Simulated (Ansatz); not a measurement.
A relaxed cell of NaTbBr₄ is given with its symmetry left out. The cell was found from a structure generator's guess, not taken from experiment.

Theory: Ansatz, DFT PBE, scalar-relativistic, plane waves, PAW, and for the lanthanide a 4f-in-core norm-conserving potential. Cutoff 690 eV, Γ-centred mesh, Gaussian smearing, no spin polarisation.

```cif
data_structure
_symmetry_space_group_name_H-M 'P 1'
_symmetry_Int_Tables_number 1
_cell_length_a 7.4385
_cell_length_b 7.4385
_cell_length_c 3.7541
_cell_angle_alpha 90.000
_cell_angle_beta 90.000
_cell_angle_gamma 90.000
_cell_volume 207.72
loop_
_atom_site_label
_atom_site_type_symbol
_atom_site_fract_x
_atom_site_fract_y
_atom_site_fract_z
_atom_site_occupancy
Na1 Na 0.50000 0.50000 0.50000 1
Tb1 Tb 0.00000 0.00000 0.00000 1
Br1 Br 0.22413 0.77587 0.50000 1
Br2 Br 0.77587 0.22413 0.50000 1
Br3 Br 0.22413 0.22413 0.50000 1
Br4 Br 0.77587 0.77587 0.50000 1
```

Energies over the elements count from the elements' standard structures at the same level, with no fitted energy shifts. The references include crystalline Br.

**Question.** What space group does it have?

**Answer.** P4/mmm (No. 123). Conventional cell: a = 7.438 Å, c = 3.754 Å. Na has 4 Br at 2.90 Å; around Tb lie 8 Br at 3.01 Å and 2 Tb at 3.75 Å; Br is surrounded by 1 Na at 2.90 Å, 2 Tb at 3.01 Å and 2 Br at 3.33 Å.

**Question.** How far does it lie from the elements in energy?

**Answer.** −1.546 eV/atom.

**Question.** Is it a metal?

**Answer.** No, the gap on the 4×4×8 mesh is 1.19 eV.

The last run used a 4×4×8 mesh (in the run's order of axes) for its 6-atom cell and Gaussian smearing of 0.02 eV. Kohn–Sham gaps at this level usually fall short of measured ones. The reference form of Br is held partly by dispersion forces, which this level lacks. Symmetry constrained the relaxation, so the result can be a saddle point. Another cell of NaTbBr4 relaxed alike, in C2, lies 182 meV/atom lower, so this cell isn't the stable form at this level.

The lanthanide is trivalent by construction, without f bands, f moments or other valences. The reference runs of the other elements, and any phases without the lanthanide, used 420 eV, which shifts energies against them by under 10 meV/atom. The lanthanide's reference is the lowest of its hcp, dhcp and fcc cells.
